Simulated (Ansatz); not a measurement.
Ca:
```
CELL_PARAMETERS angstrom
      3.85086     0.00000     0.00000
     -1.92543     3.33494     0.00000
      0.00000     0.00000    12.65726
ATOMIC_POSITIONS crystal
  Ca 0.00000 0.00000 0.00000
  Ca 0.00000 0.00000 0.50000
  Ca 0.33333 0.66667 0.25000
  Ca 0.66667 0.33333 0.75000
```

Relaxed with PBEsol. Special points in fractions of this cell's reciprocal vectors: Γ (0.000, 0.000, 0.000); M (0.500, 0.000, 0.000); K (0.333, 0.333, 0.000); A (0.000, 0.000, 0.500); L (0.500, 0.000, 0.500); H (0.333, 0.333, 0.500).

Problem. List the band energies nearest the Fermi level at these points for plane-wave PAW PBEsol (Ansatz code).

Solution. In eV from the Fermi level; about four levels below and three above (degenerate sets whole), none deeper than 8.9 eV; points with the same levels are listed once.

```tsv
k	below	above
Γ	-3.10 -3.10 -1.08 -0.20	1.37 1.39 2.25 2.25
M	-0.84 -0.72 -0.60 -0.02	0.10 0.42 0.42
K	-0.24 -0.22 -0.22	0.19 0.19 0.29 0.29
A	-3.87 -3.87 -1.99 -1.99	0.54 0.54 2.03 2.03
L	-0.99 -0.99 -0.66 -0.66	0.06 0.06 0.45 0.45
H	-0.08 -0.08 -0.06 -0.06	0.53 0.53 0.92 0.92
```

Space group P6_3/mmc (dhcp (α-La type)). The first step of the workflow began from a Materials Project structure, measured or hypothetical; the Crystallography Open Database files this formula in space group No. 194, but the cells were not matched. It is not the phase usual at ambient conditions (space group No. 225). Symmetry was held in the PBEsol relaxation; its stability against distortions is not shown here.

Potentials: the later of the program's two PAW sets.
